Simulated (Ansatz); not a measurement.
Consider the following.

Ca:
```yaml
crystal:
  lattice:
    - [-2.21322, 2.21322, 2.06145]
    - [2.21322, -2.21322, 2.06145]
    - [2.21322, 2.21322, -2.06145]
  atoms:
    - { symbol: Ca, position: [0.50000, 0.50000, 0.00000] }
```

This is the PBEsol-relaxed structure. Cartesian axes are those of the cell as given.

### Question
All from the program Ansatz at the PBEsol level (PAW), unless another level is named. Give the bulk modulus (Birch–Murnaghan fit).

### Answer
17.0 GPa.

### Question
Give the elastic constants (relaxed ions, GPa).

### Answer
C11 = 16.9, C12 = 20.4, C13 = 15.3, C33 = 23.2, C44 = 15.0, C66 = 18.8.

Space group I4/mmm (body-centred tetragonal). The workflow started from a Materials Project entry (that database holds measured and hypothetical structures alike); the Crystallography Open Database copy checked does not list it. It is not the phase usual at ambient conditions (space group No. 225). Symmetry was held in the PBEsol relaxation. At this level the phase is mechanically unstable. As this level gives no gap, shear constants depend on the k-mesh and smearing (Fermi–Dirac, 0.1 eV here).

Potentials: the later of the program's two PAW sets.
